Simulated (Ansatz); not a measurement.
# Al4NiPd3: relaxed-ion elastic tensor

The calculation used Ansatz 0.2.0, DFT PBE, scalar-relativistic, plane waves, PAW. Cutoff 420 eV, 10×10×6 k-points (Γ-centred), Fermi-Dirac smearing of 0.15 eV. No spin polarisation.

Relaxed structure:
```
Al Ni Pd
1.0
     4.28202    0.00000    0.00000
     0.00000    4.28202    0.00000
     0.00000    0.00000    6.10869
Al Ni Pd
4 1 3
Cartesian
  2.1410 0.0000 4.6358
  0.0000 2.1410 4.6358
  2.1410 0.0000 1.4729
  0.0000 2.1410 1.4729
  2.1410 2.1410 0.0000
  0.0000 0.0000 0.0000
  0.0000 0.0000 3.0543
  2.1410 2.1410 3.0543
```

It was reached by relaxing an invented guess, and it needn't be the stable form of this composition. In a metal, frequencies and elastic constants depend on the k mesh and the smearing, soft modes and shear constants most.

Task: Give the relaxed-ion elastic constants (GPa, Voigt order xx yy zz yz xz xy, on the Cartesian axes of the cell above).

Result:
```
245.0  78.4 139.2   0.0   0.0   0.0
 78.4 245.0 139.2   0.0   0.0   0.0
139.2 139.2 184.7   0.0   0.0   0.0
  0.0   0.0   0.0  84.1   0.0   0.0
  0.0   0.0   0.0   0.0  84.1   0.0
  0.0   0.0   0.0   0.0   0.0  26.5
```

Task: Is the crystal stable against homogeneous strain?

Result: Yes: the least eigenvalue of the tensor is 26.5 GPa.

Task: And the moduli of a polycrystal (Hill averages)?

Result: B = 154 GPa, G = 51 GPa, E = 139 GPa, ν = 0.35.
